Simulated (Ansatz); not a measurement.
The relaxed structure here is a generated cell of TiSi2: the first start was made by placing the elements on the sites of a structure type, and the end was not matched to a known phase here, so it may be hypothetical. Known forms of TiSi2 include space group No. 63, 70.

One starting cell of TiSi₂ (a generated cell, TiSi2 built in the AFLOW prototype A2B_hP9_189_fg_bc (C22, as in Fe2P)) was relaxed twice with Ansatz (plane waves, PAW, scalar-relativistic): with PBEsol at 420 eV and with PBE at 420 eV. The PBEsol result:

TiSi₂ is modelled in the hexagonal space group P-62m (No. 189), Pearson symbol hP9. Lattice parameters: a = 6.7669 Å, b = 6.7669 Å, c = 3.4833 Å, α = 90.00°, β = 90.00°, γ = 120.00°. Si1 on 3f is coordinated by 4 Ti at 2.495–2.523 Å. Si2 on 3g is coordinated by 1 Ti at 2.553 Å and 4 Ti at 2.746 Å. Ti1 on 1b is coordinated by 9 Si at 2.495–2.553 Å. Ti2 on 2c has 3 Si at 2.523 Å and 6 Si at 2.746 Å. (Neighbours: up to the widest gap in distance over summed covalent radii, below 1.35, at either atom; cation-cation and far metal-metal contacts left out.)

```csv
quantity,PBEsol,PBE
space group,P-62m,P-62m
volume (Å³/atom),15.35,(withheld)
a (Å),6.767,(withheld)
c (Å),3.483,(withheld)
"gap (eV, no spin-orbit coupling)",0.00,(withheld)
```

### Question
Fill in the PBE column.

### Answer

- volume (Å³/atom), PBE: 15.86
- a (Å), PBE: 6.834
- c (Å), PBE: 3.529
- gap (eV, no spin-orbit coupling), PBE: 0.00

Both levels end in the same structure; PBE's volume is 3.3 % larger. Neither column is exact.

No spin polarisation in the result. A magnetic state may lie lower.

The run could not lose the symmetry of its start: the end is stationary, and may be a saddle point rather than a minimum.

Ansatz is a first-principles code.
